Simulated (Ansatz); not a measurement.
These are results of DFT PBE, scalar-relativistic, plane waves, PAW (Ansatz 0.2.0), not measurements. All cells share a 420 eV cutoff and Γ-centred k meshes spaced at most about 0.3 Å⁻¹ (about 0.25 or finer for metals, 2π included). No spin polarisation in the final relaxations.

These are static total energies at zero pressure. All come from trial cells, and lower structures may exist.

Question: Order these relaxed structures of Mg4Cd by energy, lowest first, with the energy over the lowest of them.
A. Space group Cmmm (No. 65), orthorhombic, a = 4.811 Å, b = 10.531 Å, c = 4.856 Å. Mg on its first site has 2 Cd at 2.90 Å, 5 Mg at 3.17–3.19 Å and 4 Mg at 3.42 Å; Mg on its second site has 2 Cd at 2.91 Å, 9 Mg at 3.13–3.42 Å and 1 Cd at 3.63 Å; Cd has 8 Mg at 2.90–2.91 Å and 2 Mg at 3.63 Å.
B. Space group P-43m (No. 215), cubic, a = 5.231 Å. Mg is surrounded by 1 Cd at 2.69 Å and 3 Mg at 3.00 Å; Cd is surrounded by 4 Mg at 2.69 Å.

Answer: A (0 meV/atom), B (302 meV/atom). Forms: A Cmmm; B P-43m. Counting all near atoms (those within 1.25 times the shortest distance at each site; a plus sign parts nearer from farther groups; a slash parts the counts of unlike sites): A has Mg 11/12, Cd 8; B has Mg 1+3, Cd 4.

Cells relaxed within their symmetry can be saddle points. The Cmmm cell of Mg4Cd came from shaking the P-43m one. Some candidate types were left out of the draw beforehand, so a known form may be missing.
